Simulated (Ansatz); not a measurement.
BPt:
```
BPt
1.0
    3.71160     0.00000     0.00000
   -1.85580     3.21434     0.00000
    0.00000     0.00000     3.68809
Pt B
2 2
Cartesian
  0.00000   2.14289   0.92202
  1.85580   1.07145   2.76607
  0.00000   0.00000   0.00000
  0.00000   0.00000   1.84405
```

Relaxed with r²SCAN.

**Question.** Map the electron localisation function on the plane through (0.333, 0.667, 0.250) spanned by u = [0, 0, 1] and v = [1, -1, 0] in lattice vectors, from r²SCAN in the plane-wave PAW code Ansatz.

**Answer.** x is the fraction of u, y of v (the angle between them is 90°; rows are the nearest grid lines); atoms in the plane: Pt at (0.00, 0.00), Pt at (0.50, 0.33), B at (0.75, 0.67), B at (0.25, 0.67).
```
y \ x   0.000  0.111  0.167  0.278  0.389  0.444  0.556  0.611  0.722  0.833  0.889   1.00
------  -----  -----  -----  -----  -----  -----  -----  -----  -----  -----  -----  -----
1.00    0.656  0.681  0.660  0.414  0.181  0.089  0.089  0.180  0.414  0.660  0.681  0.656
0.938   0.680  0.613  0.532  0.315  0.158  0.089  0.089  0.157  0.315  0.532  0.613  0.680
0.844   0.326  0.316  0.340  0.371  0.238  0.179  0.179  0.238  0.371  0.340  0.316  0.326
0.781   0.462  0.565  0.609  0.542  0.504  0.478  0.478  0.504  0.542  0.609  0.565  0.462
0.688   0.830  0.608  0.160  0.003  0.606  0.801  0.801  0.603  0.004  0.158  0.605  0.830
0.625   0.797  0.614  0.242  0.041  0.626  0.775  0.775  0.625  0.041  0.241  0.613  0.797
0.531   0.337  0.412  0.473  0.566  0.462  0.383  0.383  0.462  0.566  0.473  0.412  0.337
0.469   0.113  0.186  0.256  0.303  0.343  0.397  0.397  0.343  0.303  0.256  0.186  0.113
0.375   0.065  0.168  0.267  0.491  0.653  0.670  0.670  0.653  0.491  0.266  0.168  0.065
0.312   0.064  0.178  0.287  0.543  0.674  0.668  0.668  0.674  0.543  0.287  0.177  0.064
0.219   0.163  0.189  0.227  0.268  0.420  0.518  0.518  0.420  0.268  0.227  0.189  0.163
0.156   0.324  0.262  0.244  0.257  0.229  0.239  0.239  0.229  0.257  0.244  0.262  0.324
0.0625  0.687  0.616  0.533  0.317  0.165  0.101  0.101  0.165  0.317  0.533  0.616  0.687
0.000   0.656  0.681  0.660  0.414  0.181  0.089  0.089  0.180  0.414  0.660  0.681  0.656
```

The density is the valence pseudo-density with augmentation charge, so density and ELF within about 1 Å of a nucleus are not all-electron values.

Space group P6_3/mmc (NiAs type). The workflow started from an entry of the Crystallography Open Database (COD). Its standing as an ambient phase is unchecked. The cell was relaxed with r²SCAN under the symmetry of its start; whether a distortion lowers the energy is not shown. The run is not spin-polarised. Scalar-relativistic: spin–orbit coupling is off unless named, which matters more the heavier the elements.

Potentials: the later of the program's two PAW sets.
